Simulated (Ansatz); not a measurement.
How much do the gradients of GePt depend on the method?

Cell: a structure deposited in the COD, its atoms then relaxed with PBE in this cell.

```cif
data_GePt
_symmetry_space_group_name_H-M 'Pnma'
_symmetry_Int_Tables_number 62
_cell_length_a 5.7320
_cell_length_b 3.7010
_cell_length_c 6.0880
_cell_angle_alpha 90.000
_cell_angle_beta 90.000
_cell_angle_gamma 90.000
loop_
_atom_site_label
_atom_site_type_symbol
_atom_site_symmetry_multiplicity
_atom_site_Wyckoff_symbol
_atom_site_fract_x
_atom_site_fract_y
_atom_site_fract_z
Ge Ge 4 c 0.8168 0.7500 0.5879
Pt Pt 4 c 0.9981 0.7500 0.1902
```

One atom of each set is listed.

First run. All values are calculated (Ansatz; DFT, PBE, plane waves and PAW, scalar-relativistic, 420 eV cutoff, Γ-centred 8×13×8 k-points, Fermi–Dirac smearing 0.05 eV), not measured.

```
site  V_zz (10²¹ V/m²)     η
  Ge             -6.65  1.00
  Pt              4.45  0.28
```

Second run. The same atoms and settings, except that the functional is r2SCAN and the cutoff is 500 eV.

(1) Given the first result, estimate the second.

## Answers

(1) 

```tsv
site	V_zz	η	change of V_zz
Ge	6.94	1.00	–
Pt	5.14	0.28	+0.69
```

The largest change of V_zz along a kept axis is on Pt, from 4.45 to 5.14. In per cent, |V_zz| changes by +15 on Pt (all sites that start above 2, bar those whose gradient vanishes or changes sign or whose main axis turns by over 40°). On Ge the largest principal value lies along another axis in the second run, so the two V_zz can't be compared directly.

The run finds no gap above 0.1 eV (a metal, or nearly one), so the gradients can move by 10 % or more with the k-mesh. Spin–orbit coupling is left out, which shifts gradients on Pt by a few per cent in wide-gap crystals, and can shift them far more where the calculated gap is small or absent, as here.
For the first run: At this cell the PBE pressure is 7 GPa, so with PBE the cell would grow if it were relaxed.
For the second run: With these PAW files V_zz is typically within 2 to 3 % of all-electron values, but misses above 10 % occur on Pt.
